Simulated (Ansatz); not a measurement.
The relaxed structure here is a generated cell of Al2Cu: the first start was made by a random draw of sites in a space group, and the end was not matched to a known phase here, so it may be hypothetical. Known forms of Al2Cu include space group No. 140.

One stationary structure of Al2Cu. Space group P3m1 (No. 156). Calculation: PBE (plane waves to 420 eV, PAW, scalar-relativistic; Ansatz, a first-principles code).

```xyz
9
Lattice="5.0242 0.0000 0.0000 -2.5121 4.3511 0.0000 0.0000 0.0000 7.2613" Properties=species:S:1:pos:R:3 pbc="T T T"
Al     0.0000     4.3450     6.4594
Al     1.2508     2.1786     6.4594
Al    -1.2508     2.1786     6.4594
Al     0.0000     0.0000     5.0368
Al     2.5121     1.4504     1.7706
Al     0.0000     0.0000     0.4325
Cu     0.0000     2.9007     4.2721
Cu     2.5121     1.4504     4.2774
Cu     0.0000     0.0000     2.7406
```

For Al2Cu, the volume per atom comes out as 17.64 Å³. The band gap is no gap (metallic). The shortest distances comes out as Al–Cu 2.30 Å; Al–Al 2.50 Å; Cu–Cu 2.90 Å. The k-mesh comes out as 11×11×7.

Band energies at high-symmetry points (eV from the Fermi level; labels of this space group; no spin-orbit coupling), from −5 eV up to 2.6 eV:

```
point                                                                                                                                                                         energies
-----  -------------------------------------------------------------------------------------------------------------------------------------------------------------------------------
Γ      -4.64 -4.13 -4.09 -4.09 -3.83 -3.83 -3.35 -3.31 -3.31 -3.14 -3.14 -2.87 -2.87 -2.76 -2.71 -2.71 -2.37 -2.37 -2.18 -1.53 -1.53 0.04 0.61 0.92 0.92 1.15 1.60 1.60 1.90 1.90 2.31
M                                          -4.94 -4.74 -4.05 -3.53 -3.46 -3.42 -3.40 -3.38 -3.10 -2.99 -2.82 -2.75 -2.73 -2.68 -2.58 -2.52 -2.45 -2.37 -0.61 -0.34 0.34 0.76 1.80 2.06
K                                       -4.95 -4.81 -4.62 -4.25 -4.07 -3.55 -3.49 -3.48 -3.23 -3.10 -3.09 -3.08 -2.89 -2.81 -2.64 -2.60 -2.53 -2.48 -2.43 -2.34 -1.74 -0.91 -0.49 1.05
A             -4.59 -4.45 -4.16 -4.16 -3.86 -3.86 -3.80 -3.24 -3.13 -3.13 -3.09 -3.09 -2.95 -2.89 -2.89 -2.67 -2.67 -2.41 -2.41 -2.40 -2.15 -1.50 -1.50 -0.09 0.07 0.07 1.04 1.04 1.79
L                                          -3.90 -3.58 -3.50 -3.45 -3.29 -3.19 -3.12 -2.97 -2.95 -2.81 -2.76 -2.70 -2.58 -2.47 -2.45 -1.86 -1.81 -1.39 -1.03 -0.14 0.58 1.71 1.98 2.58
H                                    -4.23 -3.74 -3.71 -3.47 -3.37 -3.30 -3.22 -3.13 -3.11 -3.07 -2.77 -2.77 -2.69 -2.62 -2.58 -2.43 -1.54 -1.24 -0.96 -0.76 -0.06 0.03 0.63 1.23 1.26
```

No spin polarisation in the result.

The run could not lose the symmetry of its start, so the end can be a saddle point.
